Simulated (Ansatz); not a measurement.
A trial cell of ZnSn₂N₃, before relaxation:

```yaml
crystal:
  lattice:
    - [2.68430, 1.54978, 4.24806]
    - [-2.68430, 1.54978, 4.24806]
    - [0.00000, -3.09956, 4.24806]
  atoms:
    - { symbol: Zn, position: [0.00000, 0.00000, 0.00000] }
    - { symbol: Sn, position: [0.62377, 0.62377, 0.62377] }
    - { symbol: Sn, position: [0.37623, 0.37623, 0.37623] }
    - { symbol: N, position: [0.00000, 0.50000, 0.00000] }
    - { symbol: N, position: [0.50000, 0.00000, 0.00000] }
    - { symbol: N, position: [0.00000, 0.00000, 0.50000] }
```

These are results of DFT PBE, scalar-relativistic, plane waves, PAW in Ansatz, not measurements. Cutoff 420 eV, Gaussian smearing, Γ-centred meshes. Cell and atoms relax first on a coarse mesh and then on a finer one. In between, the cell is made exact in the group found at 0.06 Å. In metals the finer mesh still leaves noise of several meV/atom or more. The steps can't lower the symmetry of their start. No spin polarisation.

A guess keeps its type if space group and coordination stay and the shape of the cell changes little (axis ratios within about 15 %, angles within 6°); the volume may change.

**Question.** Will the relaxed cell still be of the starting type?

**Answer.** It doesn't keep its type. The symmetry stays R-3m (No. 166). The volume per atom shrinks by 20.5 %, from 17.7 to 14.0 Å³. The shortest distance goes from 2.63 Å (Zn–N) to 2.16 Å (Sn–N). The ratio c/a of the conventional cell changes by a factor of 0.59. Counting neighbours within 15 % of an atom's shortest distance, the start has N 6, Sn 16, Zn 6 and the end N 4, Sn 3, Zn 6. In detail, at the end around Zn lie 6 N at 2.20 Å and 2 Sn at 2.69 Å; Sn has 3 N at 2.16 Å and 1 Zn at 2.69 Å; N has 2 Sn at 2.16 Å and 2 Zn at 2.20 Å.

```cif
data_structure
_symmetry_space_group_name_H-M 'R-3m:H'
_symmetry_Int_Tables_number 166
_cell_length_a 5.9439
_cell_length_b 5.9439
_cell_length_c 8.2623
_cell_angle_alpha 90.000
_cell_angle_beta 90.000
_cell_angle_gamma 120.000
_cell_volume 252.80
loop_
_atom_site_label
_atom_site_type_symbol
_atom_site_symmetry_multiplicity
_atom_site_Wyckoff_symbol
_atom_site_fract_x
_atom_site_fract_y
_atom_site_fract_z
_atom_site_occupancy
Zn1 Zn 3 a 0.00000 0.00000 0.00000 1
Sn1 Sn 6 c 0.33333 0.66667 0.34067 1
N1 N 9 d 0.83333 0.16667 0.16667 1
```

The last run used a 12×12×12 mesh for its 6-atom cell and Gaussian smearing of 0.10 eV. An odd number of electrons in the primitive cell allows no gap without spin; a larger cell or a magnetic state could open one. A structure relaxed within its symmetry needn't be a true minimum. Another cell of ZnSn2N3 relaxed alike, in P1, lies 0.66 eV/atom lower, so this cell isn't the stable form at this level.
